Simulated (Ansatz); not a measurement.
**Computed properties of Li2MgNb4O12**

Li$_{2}$MgNb$_{4}$O$_{12}$:
```xyz
19
Lattice="-5.1654 0.0000 0.0000 -2.5882 2.1067 8.5243 -2.5687 4.8883 0.0000" Properties=species:S:1:pos:R:3 pbc="T T T"
Li    -5.1608     2.8865     0.9759
Li    -7.7557     4.6910     3.0918
Mg    -2.5919     1.4369     5.1274
Nb    -7.7430     5.2503     6.4975
Nb    -2.5791     1.7737     2.0471
Nb    -5.1980     3.4902     4.2890
Nb   -10.3037     6.9861     8.5101
O     -4.1720     4.5695     5.8044
O     -4.2227     0.9643     1.6347
O     -6.6796     4.8667     4.8978
O     -1.5100     1.2727     0.6629
O     -8.6684     6.1536     8.0865
O     -3.5111     2.7266     3.8490
O     -7.2061     3.8840     7.5892
O     -4.5514     5.3826     3.3328
O     -5.8837     2.1691     5.3981
O     -3.2287     3.5718     1.1956
O     -6.0795     6.5030     6.9368
O     -6.1681     3.1007     2.7319
```

Space group P1 (No. 1); conventional cell a = 5.165 Å, b = 5.522 Å, c = 8.967 Å, α = 105.88°, β = 90.12°, γ = 117.72°.

Method: DFT-r²SCAN in the program Ansatz with PAW potentials. The cell and atoms are relaxed at this level. Other levels are named where they apply.

### Cell and energy

```json
{
 "volume_per_atom": "11.33 Å³",
 "density": "4.64 g/cm³",
 "Formation energy from the elements (no fitted shifts)": "-273 kJ/mol-atom"
}
```

### Electronic structure

```json
{
  "band_gap": "3.86 eV (indirect)",
  "valence_band_maximum": "off the standard path, at k = (-0.010, -0.115, -0.115) in fractions of the reciprocal vectors",
  "conduction_band_minimum": "at X (k = 0.500, 0.000, 0.000 in fractions of the reciprocal vectors)",
  "smallest_direct_gap_on_the_standard_path": "3.91 eV",
  "electron_effective_mass": "0.66, 1.3, 13 mₑ (principal values)",
  "hole_effective_mass": "2.2, 3.6, 9.0 mₑ (principal values)",
  "HSE06 gap on the r²SCAN cell": "4.88 eV"
}
```

### Dielectric response

```json
{
 "Electronic dielectric constant ε∞ (DFPT)": "4.93 (xx), 4.72 (yy), 4.88 (zz)",
 "Born charges (a third of the trace)": "Li +1.14 to +1.16, Mg +2.17, Nb +6.68 to +7.32, O -2.76 to -2.49 e"
}
```

### Charges

```json
{
  "bader_charges": "Li +0.91, Mg +1.76, Nb +2.85 to +2.91, O -1.34 to -1.16 e"
}
```

The start of the workflow was typed in or built on a structure type; neither database checked (COD, Materials Project) lists it. Whether it is the stable phase at ambient conditions was not checked. The cell was relaxed with r²SCAN; its stability against distortions is not shown here. No spin polarisation was allowed. The references are the lowest solids computed at this level, not always the standard phases (solids in place of the gases). Scalar-relativistic: spin–orbit coupling is off unless named, which matters more the heavier the elements.

Potentials: the later of the program's two PAW sets.
